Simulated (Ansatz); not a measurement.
NbAg in space group Pmma (No. 51; Ag on 2e, Nb on 2f) at seven volumes, PBEsol (plane waves, PAW; program Ansatz), shape and atoms relaxed at each. One row is withheld.

```json
[
 {"V (Å³/atom)": "15.370", "P (GPa)": "19.50"},
 {"V (Å³/atom)": "15.876", "P (GPa)": "11.84"},
 {"V (Å³/atom)": "16.383", "P (GPa)": "5.40"},
 {"V (Å³/atom)": "16.890", "P (GPa)": "-0.01"},
 {"V (Å³/atom)": "17.396", "P (GPa)": "-4.54"},
 {"V (Å³/atom)": "17.903", "P (GPa)": "?"},
 {"V (Å³/atom)": "18.410", "P (GPa)": "-11.45"}
]
```

Task: Fit the shown pressures and predict the withheld one.

Result: Third-order Birch–Murnaghan: P = (3/2)B₀(x^(7/2) − x^(5/2))[1 + (3/4)(B′ − 4)(x − 1)] with x = (V₀/V)^(2/3). Least squares on the six rows gives V₀ = 16.889 Å³/atom, B₀ = 164.2 GPa, B′ = 4.90. At V = 17.903, x = 0.9619 and P = -8.30 GPa. The run itself gave -8.32 GPa.

The start of the workflow was typed in or built on a structure type; neither database checked (COD, Materials Project) lists it. Whether it is the stable phase at ambient conditions was not checked. Symmetry was held in the PBEsol relaxation; phonons show weakly imaginary modes. The run is not spin-polarised. Its formation energy is positive at this level, so the cell may be metastable or incomplete.

Potentials: the earlier of the program's two PAW sets. The files were generated under PBE; for other functionals the program regenerates the frozen cores, and for LDA and PBEsol the local potential too.
